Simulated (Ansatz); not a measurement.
GaN:
```xyz
4
Lattice="3.1748 0.0000 0.0000 -1.5874 2.7494 0.0000 0.0000 0.0000 7.5231" Properties=species:S:1:pos:R:3 pbc="T T T"
Ga     1.5874     0.9165     1.8808
Ga     0.0000     1.8329     5.6423
N      0.0000     0.0000     5.6423
N      0.0000     0.0000     1.8808
```

Cartesian axes are those of the cell as given.

Give the high-frequency dielectric tensor and the Born effective charge tensors of the independent atoms from DFPT, DFT-r²SCAN+D4 in the program Ansatz with PAW potentials.


ε∞:
```
5.16  0.00  0.00
0.00  5.16  0.00
0.00  0.00  3.01
```
Z* of atom 1 (Ga), rows: field, columns: displacement, in e:
```
3.07  0.00  0.00
0.00  3.07  0.00
0.00  0.00  0.96
```
Z* of atom 3 (N), rows: field, columns: displacement, in e:
```
-3.07   0.00   0.00
 0.00  -3.07   0.00
 0.00   0.00  -0.96
```

Static charges for comparison (Bader): Ga1 +1.61, N3 -1.61 e. Born charges measure polarisation by displacement and can exceed these by far.

Space group P6_3/mmc. The first step of the workflow began from a Materials Project structure, measured or hypothetical; the Crystallography Open Database copy checked does not list it. It is not the phase usual at ambient conditions (space group No. 186, 216). Symmetry was held in the r²SCAN+D4 relaxation; phonons show weakly imaginary modes. Spin–orbit coupling is left out wherever it is not named.

Potentials: the earlier of the program's two PAW sets. The files were generated under PBE; for other functionals the program regenerates the frozen cores, and for LDA and PBEsol the local potential too.
